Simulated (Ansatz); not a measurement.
According to plane-wave PAW PBEsol (Ansatz code), AgW in the orthorhombic phase (Cmcm; Ag on 4c, W on 4c) relaxes to a = 2.686 Å, b = 10.906 Å, c = 4.465 Å. Its formation energy from the elements is 0.71 eV/atom, with no fitted shifts.

Electronic character: metallic (no gap).

An equation-of-state fit gives a bulk modulus of 195 GPa.

The start of the workflow was typed in or built on a structure type; neither database checked (COD, Materials Project) lists it. Whether it is the stable phase at ambient conditions was not checked. The cell was relaxed with PBEsol under the symmetry of its start; its stability against distortions is not shown here. The run is not spin-polarised. Its formation energy is positive at this level, so the cell may be metastable or incomplete. Axis ratios of metals converge slowly with the k-mesh, so a and c are less sure than the volume. The references are the lowest solids computed at this level, not always the standard phases. Scalar-relativistic: spin–orbit coupling is off unless named, which matters more the heavier the elements.

Potentials: the later of the program's two PAW sets.
